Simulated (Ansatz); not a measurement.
# Computed properties of Ga3PN2 (ordering on zincblende)

All numbers come from Ansatz. No magnetic order and no zero-point or thermal motion; the cell was built from a prototype and may be hypothetical.

Structure: Ga3PN2 as one 6-atom ordering (P3m1) on the zincblende lattice, at its r2SCAN minimum. It is trigonal, P3m1 (No. 156); a = 3.396 Å, c = 8.445 Å in the conventional setting, 14.06 Å³ an atom. Around N lie 4 Ga at 1.95–2.04 Å; around N lie 4 Ga at 1.95–2.05 Å; around P lie 4 Ga at 2.22–2.34 Å; around Ga lie 4 N at 1.95–2.04 Å; around Ga lie 3 N at 2.05 Å and 1 P at 2.34 Å; around Ga lie 1 N at 1.95 Å and 3 P at 2.22 Å.

```
N P Ga
1.0
     3.39635    0.00000    0.00000
    -1.69817    2.94132    0.00000
     0.00000    0.00000    8.44531
N P Ga
2 1 3
Cartesian
  0.0000 0.0000 0.1402
  0.0000 1.9609 2.6642
  1.6982 0.9804 5.5937
  0.0000 1.9609 0.7139
  1.6982 0.9804 3.2536
  0.0000 0.0000 6.6363
```

Relaxed lattice by functional, symmetry kept:
```json
{"functional": "PBE", "k mesh": "12×12×4", "a (Å)": "3.430", "c (Å)": "8.563", "volume (Å³/atom)": "14.54"}
{"functional": "r2SCAN", "k mesh": "12×12×4", "a (Å)": "3.396", "c (Å)": "8.445", "volume (Å³/atom)": "14.06"}
```

Band edges at fixed r2SCAN geometry:
```tsv
level	k mesh	gap (eV)	kind	edges	least direct gap (eV)	rough cost
PBE	12×12×4	none (overlap 0.38)	–	–	–	17 core-seconds
PBE+SOC	12×12×4	none (overlap 0.39)	–	–	–	80 core-seconds
r2SCAN	12×12×4	none (overlap 0.26)	–	–	–	24 core-seconds
```
All runs use a smearing of 0.02 eV.
Wave cutoffs: 420 eV, 500 eV (r2SCAN).
Points off the special ones are mesh points or PBE's searched band edges, reused at the other levels.
Costs come from shared machines and give only the order; PBE's includes the band path. The runs had 4 threads of Intel(R) Xeon(R) 6975P-C (Granite Rapids) (shared host).

With r2SCAN the bands overlap by 0.26 eV (counted from 1, band 27 peaks at Γ and band 28 bottoms out at K–Γ (0.80 of the way from K)): no gap. PBE+SOC gives no gap: the lowest nominally empty band dips 0.39 eV below the top of the last filled one (its bottom at K–Γ (0.80 of the way from K), the top at A), so the cell is a metal or semimetal at this level.

No level opens a gap, but no hybrid is among them, and semilocal functionals can close a real gap.

Only the levels marked +SOC include spin-orbit coupling.
